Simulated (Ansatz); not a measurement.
Polymorphs of Re, each relaxed with plane-wave PAW r²SCAN+D4 (Ansatz code):

A: 9R (Sm type) (R-3m)
a = b = 2.756 Å, c = 20.023 Å, α = β = 90.00°, γ = 120.00°

```tsv
atom	site	symmetry	x	y	z
Re	3a	-3m	0.0000	0.0000	0.0000
Re	6c	3m	0.0000	0.0000	0.2223
```

B: dhcp (α-La type) (P6_3/mmc)
a = b = 2.754 Å, c = 8.895 Å, α = β = 90.00°, γ = 120.00°

| atom | site | symmetry | x | y | z |
|---|---|---|---|---|---|
| Re | 2a | -3m. | 0.0000 | 0.0000 | 0.0000 |
| Re | 2c | -6m2 | 0.3333 | 0.6667 | 0.2500 |

Task: Rank these by energy per atom at 0 K (lowest first), as r²SCAN+D4 gives it.

Result: B (+0 meV/atom), A (+13 meV/atom)

Not the usual ambient phase: A; B. All cells were relaxed under the symmetry of their starts (and spin orders); stability against distortions was not tested throughout. Rows with no word on spin ran without spin polarisation. Spin–orbit coupling is left out wherever it is not named.

Energies hold the estimated change up to a 700 eV cutoff; steps of a few meV lie near the error of the meshes.

Potentials: the later of the program's two PAW sets.
